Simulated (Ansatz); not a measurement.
The start is a generated cell, NbAs placed in the CrB structure type. A full variable-cell relaxation at zero pressure is run with r2SCAN (plane waves to 500 eV, PAW, scalar-relativistic; Ansatz, an electronic-structure program). First-step values are on the input's coarse k-mesh.

Ansatz input (later rounds restart from its end on a renewed k-mesh):
Ansatz 0.2 input:
```yaml
crystal:
  lattice:
    - [2.167834, -5.728579, 0]
    - [2.167834, 5.728579, 0]
    - [0, 0, 4.272195]
  atoms:
    - { symbol: As, position: [0.564, 0.436, 0.75] }
    - { symbol: As, position: [0.436, 0.564, 0.25] }
    - { symbol: Nb, position: [0.85475, 0.14525, 0.75] }
    - { symbol: Nb, position: [0.14525, 0.85475, 0.25] }
basis: { ecutwfc: 500, ecutrho_ratio: 4, xc_grid: 4, fft_grid_basis: typed }
kpoints: { mp_grid: { grid: [6, 6, 6] } }
hamiltonian:
  xc: r2scan
  dispersion: none
  pseudopotentials: { kind: paw }
scf: { occupations: { method: fermi_dirac, width: 0.05 } }
relax: { f_tol: 0.01, max_steps: 100, cell: { stress_tol: 0.02 } }
output: { forces: true, stress: true }
```

```json
{
  "initial_pressure": "-22 GPa (negative: the cell is under tension)",
  "outcome": "The space group stays Cmcm (No. 63) (the run could not lower it), with 4 atoms in the primitive cell",
  "volume_change": "-32.4 %, from 26.53 to 17.92 Å³/atom",
  "Shortest distances (start → end)": "The closest pairs of elements (up to four, under 3.6 Å), start → end: As–As 2.59 → 3.20 Å; As–Nb 3.18 → 2.63 Å; Nb–Nb 3.88 → 2.84 Å",
  "band_gap_at_the_end": "no gap (metallic)",
  "optimiser_moves": "22"
}
```

It ends as:

```cif
data_As4Nb4
_chemical_formula_sum 'As4 Nb4'
_space_group_name_H-M_alt 'Cmcm'
_space_group_IT_number 63
_space_group_name_Hall '-C 2c 2'
_cell_length_a 3.35488
_cell_length_b 9.57260
_cell_length_c 4.46415
_cell_angle_alpha 90.000
_cell_angle_beta 90.000
_cell_angle_gamma 90.000
loop_
_atom_site_label
_atom_site_type_symbol
_atom_site_symmetry_multiplicity
_atom_site_Wyckoff_symbol
_atom_site_fract_x
_atom_site_fract_y
_atom_site_fract_z
_atom_site_occupancy
As1 As 4 c 0.00000 0.38009 0.25000 1
Nb1 Nb 4 c 0.00000 0.09157 0.25000 1
```
(The calculation used a cell of 4 atoms; values per cell refer to that cell.)

Final values are on a 15×15×11 k-mesh of the relaxed cell. No spin polarisation in the result.

The run could not lose the symmetry of its start, so the end can be a saddle point.

The relaxed structure here is a generated cell of NbAs: the first start was made by placing the elements on the sites of a structure type, and the end was not matched to a known phase here, so it may be hypothetical.
